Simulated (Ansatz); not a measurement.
Relaxed C (diamond):

```xyz
4
Lattice="0.0000 3.5716 3.5716 1.7858 0.0000 1.7858 1.7858 1.7858 0.0000" Properties=species:S:1:pos:R:3 pbc="T T T"
C      1.7858     1.7858     1.7858
C      1.7858     3.5716     3.5716
C      2.6787     2.6787     2.6787
C      2.6787     4.4645     4.4645
```

In this cell atom 3 (C, nearest neighbour C at 1.547 Å; its periodic images, 2.5 Å or more away, move with it) is moved by s along Cartesian x, unit vector (1.000, 0.000, 0.000); all other atoms and the cell stay fixed.

Level of theory: PBE (plane waves to 420 eV, PAW, scalar-relativistic; Ansatz, an electronic-structure program). k mesh 13×13×13 (Γ-centred), Fermi-Dirac smearing 0.05 eV. The energy includes the smearing's −TS. C was relaxed with its symmetry unable to fall. The PAW data are Ansatz's earlier set. ΔE is measured from the undisplaced structure.

```tsv
s (Å)	ΔE (meV/cell)
-0.310	1805
-0.248	1188
-0.186	682
-0.124	withheld
-0.062	78
0.000	0
0.062	78
0.124	311
0.186	693
0.248	1210
0.310	1846
```

Task: Fit a polynomial form (powers 2, 3, 4) to the given rows and predict ΔE at s = -0.124.

Result: Least squares on the 10 given rows: ΔE = (20370)·s² + (700.5)·s³ + (-14300)·s⁴, in meV/cell with s in Å; root-mean-square residual 0.5 meV/cell. At -0.124 the fit gives 308 meV/cell; the calculation gives 308 meV/cell, the same to the digits shown. The quadratic term alone would give 313 meV/cell.

(For displaced atoms, the force is minus the slope of the energy, and its curvature is a force constant, which sets phonon frequencies.)
